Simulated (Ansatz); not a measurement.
## One run on FeRu (P-6m2): field of 500 T on the spins

All numbers below come from Ansatz, DFT, LDA, all-electron LAPW, scalar-relativistic.

Command: `ansatz run input.yaml --threads 1 --pin off --max-ram 3072MiB --backend cpu --events-out ev --progress --plain --runs-dir out`

```yaml
crystal:
  lattice:
    - [2.6428014205, 0.0, 0.0]
    - [-1.3214007102, 2.2887331673, 0.0]
    - [0.0, 0.0, 4.070227]
  atoms:
    - { symbol: Fe, position: [0.0, 0.0, 0.5], spin: 0.05 }
    - { symbol: Ru, position: [0.6666666667, 0.3333333333, 0.0], spin: 0.05 }
magnetization:
  spin_polarized: true
  magnetic_field: 500
kpoints:
  mp_grid: { grid: [12, 12, 7] }
scf:
  occupations: { method: fermi_dirac, width: 0.05 }
  convergence: { dr2_threshold: 1.0e-10 }
  lower_state_search: "off"
hamiltonian:
  xc: lda
  pseudopotentials: { kind: all_electron, lapw: { basis_error: 0.001 } }
output:
  forces: true
  stress: true
  eigenvalues: false
```

Log:

```
settings of this run that can trade accuracy for cost: output.eigenvalues: false. Do not mix this run's numbers with those of runs without the same settings; the input reference describes each key
LAPW: plane waves up to 8.854 Å⁻¹, error target 1.0e-3 eV per atom; small_component_spin mean_spin; Fe in spheres of 1.257 Å, 16 of its electrons in bands, Dirac shells []; Ru in spheres of 1.287 Å, 32 of its electrons in bands, Dirac shells [] (how accurate: hamiltonian.pseudopotentials.lapw.basis_error, Limitations)
Engine: ansatz 0.2.0
Pseudopotentials: kind: all_electron
Pseudopotential: Fe, LAPW, valence charge 16, lapw/all_electron/scalar/gaussian/Fe, Koelling and Harmon's equation, gaussian nucleus
Pseudopotential: Ru, LAPW, valence charge 32, lapw/all_electron/scalar/gaussian/Ru, Koelling and Harmon's equation, gaussian nucleus
Functional definition: SPW92
  exchange = slater_x
  correlation = pw_c
Crystal: 2 atoms, lattice volume = 24.619 Å³
Basis set: ecut = 298.6935944307067 eV, 299 PW (Γ), exchange–correlation at level 2
Bands: 29, of which v1, the nominal top of the filled ones, is band 24 counted from 1 (23 counted from 0)
Symmetry: 12 space group operations
Space group: P-6m2 (ITA 187), of the structure as read, at distance tolerance 2.9e-5 Å
Magnetic group: BNS 187.209 (UNI 1439), of the structure as read, at distance tolerance 2.9e-5 Å
k-points: 76 of 1008 (time reversal used)
Non-local potential: Fe, projectors of the file, none
Non-local potential: Ru, projectors of the file, none
Initial density: superposition of atomic densities (chi_scale 0.1, normalization cell)
Starting moments: Σ|m| = 0.1 μB on 2 of 2 sites
Magnetic field: 500 T along the axis of the moments, on the spin alone (28.9419 meV per μB along it)
Initial wavefunctions: plane waves of lowest kinetic energy (no species holds an atomic orbital)
Functional: x = slater, c = lda
iter 1 solved again at ethr=4.38e-2 eV; its pass at ethr=1.00e-1 eV (dr2=2.10e1 eV) is discarded
SCF iter   1: F=—  HF=-157751.719520 eV  |F-HF|=—  |Δ(HF+E_count)|=         —  Δρ=9.08e-2 (↑9.08e-2 ↓9.08e-2)  dr2=2.10e1  dr2_m=8.99e-6  M=0.095 μB ∫|m|=0.095 μB  β_m=0.30  ethr=4.38e-2  ⟨swp⟩=2.0  Hψ=27232  notcnv=0
preconditioner: auto → none  [metal: Δε(μ)=0.009 eV  Ē_g=7.099 eV  σ=0.050 eV  W_gap=0.05  n_scr=8 (ndim 8)  ℏωp=29.9 eV  f_vac=0.000  D(μ)=2.06/eV (n_scr^D=22)  sad-step TF]
[...]
the basis was enlarged: its passes take 138.5 KiB over the memory plan, 2 of 2 planned eigensolver slots
[...]
SCF iter  23: F=—  HF=-157748.469657 eV  |F-HF|=—  |Δ(HF+E_count)|=   9.11e-9  Δρ=1.13e-6 (↑1.05e-6 ↓1.13e-6)  dr2=3.65e-10  dr2_m=2.02e-10  M=0.256 μB ∫|m|=0.306 μB  β_m=0.71  ethr=8.69e-12 (applied; sched 8.23e-12)  ⟨swp⟩=2.7  Hψ=13243  notcnv=0
[...]
Spin contamination: 0.0062 ħ² per cell (⟨S²⟩ above its minimum at these occupations)
Per-site moments (μB) at R_I (Å): [(0.2792550942497485, 1.257006208652087), (-0.017288342989512984, 1.2865778534778458)]
Free energy (F): -157748.469657 eV
Harris-Foulkes:  -157748.469657 eV  (|F-HF|=0.00e0)
Internal energy: -157748.452623 eV  (E = F + TS)
E sigma→0 (E₀):  -157748.461140 eV
Entropy (-TS):   -0.017034 eV (-8.517 meV/atom)
Fermi energy:    22.512847 eV
--- Per-component energies (eV) ---
  E_band       = -5213.232719
  E_kinetic    = 163075.477151
  E_xc         = -4978.856638
  E_zeeman     = -0.007412  (= −μ_B·B·M)
  E_electrostatic = -315845.065724  (all electrons and nuclei)
  E_smearing   = -0.017034  (= −TS)
  E_closure    = 0.000000  (closes the sum)
  E_atoms      = -157727.692793  (free atoms, spherical and without spin; not in F)
  Σ components = -157748.469657   (vs F -157748.469657, Δ=0.00e0)
  Basis errors (estimates in eV, not in F): energy 2.3e-4 per atom: plane waves 2.1e-4 (1.1e-4 summed), levels above the bands 1.1e-60, relativity 5.8e-9, radial functions 1.4e-5, core shells 1.2e-7; eigenvalues (radial functions only) 1.0e-6; not estimated: angular momenta, meshes, grids; target (lapw.basis_error) 1.0e-3; muffin-tin radii Fe 1.257 Å, Ru 1.287 Å
--- Forces (eV/Å), atoms counted from 1 ---
  atom   1  Fe     0.00000000    -0.00000000     0.00000000
  atom   2  Ru    -0.00000000     0.00000000     0.00000000
  max |Σ_I F_I| component: 2.78e-17 eV/Å
--- Stress (GPa, compression-positive) ---
      -20.353425       0.000000       0.000000
        0.000000     -20.353425       0.000000
        0.000000       0.000000     -19.362575
  P = ⅓ Tr σ = -20.0231 GPa (-200.231 kbar)
settings of this run that can trade accuracy for cost: output.eigenvalues: false. Do not mix this run's numbers with those of runs without the same settings; the input reference describes each key
```

Site moments (μB): Fe1 0.28, Ru2 -0.02. Cell moment 0.26 μB.

The magnetic group in the log treats spin as a scalar label, without spin–orbit coupling.

The Ansatz runs typed with the search for lower states off end where their start leads. The magnetic state is the one that this cell and start allow. It needn't be the compound's measured order, which may need a larger cell or be absent.

It took 83 s on 1 thread of Intel(R) Xeon(R) Platinum 8488C (Sapphire Rapids) (shared host), peak memory 0.57 GiB.
